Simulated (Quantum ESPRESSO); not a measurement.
# Band energies of GaBi

```xyz
2
Lattice="0.0000 3.1322 3.1322 3.1322 0.0000 3.1322 3.1322 3.1322 0.0000" Properties=species:S:1:pos:R:3 pbc="T T T"
Ga     4.6982     4.6982     4.6982
Bi     0.0000     0.0000     0.0000
```

norm-conserving LDA (Quantum ESPRESSO, 80 Ry, no spin-orbit coupling); path ΓXWKΓLUWLK,UX; energies in eV from the Fermi level.

| k (1/Å) | point | band 10 | band 11 | band 12 | band 13 | band 14 | band 15 | band 16 | band 17 |
|---|---|---|---|---|---|---|---|---|---|
| 0.00 | Γ | -15.00 | -12.38 | -1.54 | 0.26 | 0.26 | 0.26 | 2.93 | 2.93 |
| 0.45 |  | -15.00 | -11.82 | -4.18 | -1.22 | -1.22 | 1.45 | 2.35 | 5.18 |
| 1.00 | X | -15.00 | -10.61 | -6.65 | -2.34 | -2.34 | 1.03 | 1.13 | 8.51 |
| 1.50 | W | -15.00 | -10.59 | -6.52 | -3.11 | -2.85 | 3.69 | 3.80 | 4.50 |
| 1.62 |  | -15.00 | -10.61 | -6.51 | -3.20 | -2.62 | 2.77 | 3.86 | 5.07 |
| 1.86 | K | -15.00 | -10.65 | -6.51 | -3.35 | -1.96 | 1.35 | 3.79 | 6.25 |
| 2.18 |  | -15.00 | -11.10 | -5.86 | -3.09 | -1.10 | 1.70 | 4.78 | 4.87 |
| 2.71 |  | -15.00 | -12.24 | -2.61 | -0.35 | 0.15 | 0.77 | 2.98 | 3.08 |
| 2.92 | Γ | -15.00 | -12.38 | -1.54 | 0.26 | 0.26 | 0.26 | 2.93 | 2.93 |
| 3.25 |  | -15.00 | -12.07 | -3.54 | -0.23 | -0.23 | 0.43 | 3.55 | 3.55 |
| 3.68 |  | -15.00 | -11.20 | -6.18 | -0.90 | -0.90 | -0.14 | 3.96 | 3.96 |
| 3.79 | L | -15.00 | -11.13 | -6.32 | -0.93 | -0.93 | -0.17 | 3.95 | 3.95 |
| 4.20 |  | -15.00 | -10.82 | -6.34 | -3.18 | -1.60 | 1.55 | 4.39 | 5.61 |
| 4.41 | U | -15.00 | -10.65 | -6.51 | -3.35 | -1.96 | 1.35 | 3.79 | 6.25 |
| 4.76 | W | -15.00 | -10.59 | -6.52 | -3.11 | -2.85 | 3.69 | 3.80 | 4.50 |
| 5.20 |  | -15.00 | -10.98 | -6.30 | -2.51 | -1.35 | 1.50 | 3.52 | 4.85 |
| 5.47 | L | -15.00 | -11.13 | -6.32 | -0.93 | -0.93 | -0.17 | 3.95 | 3.95 |
| 5.65 |  | -15.00 | -11.06 | -6.31 | -1.96 | -1.10 | 0.88 | 3.70 | 4.32 |
| 6.08 | K | -15.00 | -10.65 | -6.51 | -3.35 | -1.96 | 1.35 | 3.79 | 6.25 |
| 6.08 | U | -15.00 | -10.65 | -6.51 | -3.35 | -1.96 | 1.35 | 3.79 | 6.25 |
| 6.44 | X | -15.00 | -10.61 | -6.65 | -2.34 | -2.34 | 1.03 | 1.13 | 8.51 |

A metal at this level: along this path bands 13, 14, 15 cross the Fermi level.

Spin-orbit coupling is left out; for elements this heavy it splits bands near the Fermi level.

Geometry relaxed with LDA.

The structure is a Materials Project entry; no match was found in the copy of COD used, and its stability was not checked.
